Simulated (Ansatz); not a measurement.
# Structure relaxation, SiW

The relaxed structure here is a generated cell of SiW: the first start was made by a random draw of sites in a space group, and the end was not matched to a known phase here, so it may be hypothetical.

The start is a randomly generated symmetric cell of SiW (space group No. 44). Cell shape, volume and atoms are optimised at zero target pressure with r2SCAN (plane waves to 500 eV, PAW, scalar-relativistic; Ansatz, a first-principles code). First-step values are on the input's coarse k-mesh.

Ansatz input (later rounds restart from its end on a renewed k-mesh):
Ansatz 0.2 input:
```yaml
crystal:
  lattice:
    - [-2.3960661, 3.3804714, 1.1224185]
    - [2.3960661, -3.3804714, 1.1224185]
    - [2.3960661, 3.3804714, -1.1224185]
  atoms:
    - { symbol: Si, position: [0.35953262, 0.85953262, 0.5] }
    - { symbol: W, position: [0.73248214, 0.73248214, 0] }
basis: { ecutwfc: 500, ecutrho_ratio: 4, xc_grid: 4, fft_grid_basis: typed }
kpoints: { mp_grid: { grid: [11, 11, 11] } }
hamiltonian:
  xc: r2scan
  dispersion: none
  pseudopotentials: { kind: paw }
scf: { occupations: { method: fermi_dirac, width: 0.05 } }
relax: { f_tol: 0.01, max_steps: 100, cell: { stress_tol: 0.02 } }
output: { forces: true, stress: true }
```

- Outcome = The space group goes from Imm2 (No. 44) to Immm (No. 71), with 2 atoms in the primitive cell
- Energy released = about 1.2 eV/atom
- Volume change = -15.7 %, from 18.18 to 15.33 Å³/atom
- Shortest distances (start → end) = The closest pairs of elements (up to four, under 3.6 Å), start → end: W–W 2.24 → 3.07 Å; Si–Si 2.24 → 3.07 Å; Si–W 2.54 → 2.49 Å
- Optimiser moves = 20

Final structure:

Space group Immm (No. 71); a = 3.066 Å, b = 4.012 Å, c = 4.985 Å, α = 90.00°, β = 90.00°, γ = 90.00°

```tsv
atom	site	symmetry	x	y	z
Si	2c	mmm	0.0000	0.0000	0.5000
W	2a	mmm	0.0000	0.0000	0.0000
```
(The calculation used a cell of 2 atoms; values per cell refer to that cell.)

Final values are on a 19×19×19 k-mesh of the relaxed cell. The start holds a very short contact (W–W 2.24 Å). No spin polarisation in the result.

The run could not lose the symmetry of its start: the end is stationary, and may be a saddle point rather than a minimum.
